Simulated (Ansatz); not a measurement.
# What a change of settings does: Si₂Mo (MoSi2 type)

First run: DFT, PBE, PAW with Ansatz's default frozen-core files, scalar-relativistic (Ansatz 0.2.0).

Command: `ansatz run input.yaml --threads 1 --pin off --max-ram 3072MiB --backend cpu --events-out ev --progress --plain --runs-dir out` It took 5 s on 1 thread of Intel(R) Xeon(R) Platinum 8488C (Sapphire Rapids) (shared host), peak memory 0.42 GiB.

```yaml
crystal:
  lattice:
    - [-1.350572636, 1.350572636, 3.461333005]
    - [1.350572636, -1.350572636, 3.461333005]
    - [1.350572636, 1.350572636, -3.461333005]
  atoms:
    - { symbol: Mo, position: [0.0, 0.0, 0.0] }
    - { symbol: Si, position: [0.3299169406, 0.3299169406, 0.0] }
    - { symbol: Si, position: [-0.3299169406, -0.3299169406, 0.0] }
kpoints:
  mp_grid: { grid: [14, 14, 14] }
  band_path:
    path:
      - [0.0, 0.0, 0.0]
      - [0.0, 0.0, 0.5]
      - [0.25, 0.25, 0.25]
      - [0.0, 0.5, 0.0]
      - [0.0, 0.0, 0.0]
      - [0.5, 0.5, -0.5]
      - [0.2880617835, 0.7119382165, -0.2880617835]
      - [-0.2880617835, 0.2880617835, 0.2880617835]
      - [0.0, 0.0, 0.0]
    npoints: 8
scf:
  occupations: { method: fermi_dirac, width: 0.1 }
hamiltonian:
  xc: pbe
  pseudopotentials: { kind: paw }
output:
  forces: true
  stress: true
  eigenvalues: true
  populations: true
  dos: { projected: true, de: 0.2, e_range: [-14, 8] }
```

The cell comes from a relaxation on PAW files under the same functional, begun from a prototype that needn't be the stable phase.

This run: volume at 0.62 of the series' base cell.

It converges in 6 SCF iterations at a pressure of 266.8 GPa, largest force 0.001 eV/Å, cutoff 420 eV.

The input is then changed:

```diff
   atoms:
-    - { symbol: Mo, position: [0.0, 0.0, 0.0] }
-    - { symbol: Si, position: [0.3299169406, 0.3299169406, 0.0] }
-    - { symbol: Si, position: [-0.3299169406, -0.3299169406, 0.0] }
+    - { symbol: Mo, position: [0.0, 0.0, 0.0], spin: 2.0 }
+    - { symbol: Si, position: [0.3299169406, 0.3299169406, 0.0], spin: 2.0 }
+    - { symbol: Si, position: [-0.3299169406, -0.3299169406, 0.0], spin: 1.0 }
 kpoints:
   populations: true
-  dos: { projected: true, de: 0.2, e_range: [-14, 8] }
+  write_density: true
+  write_potential: true
+  elf: true
+  volumetric_format: npy
+magnetization:
+  spin_polarized: true
```

What does the second run give?

It converges in 9 SCF iterations at a pressure of 266.8 GPa, largest force 0.001 eV/Å, cell moment 0.00 μB, cutoff 420 eV.
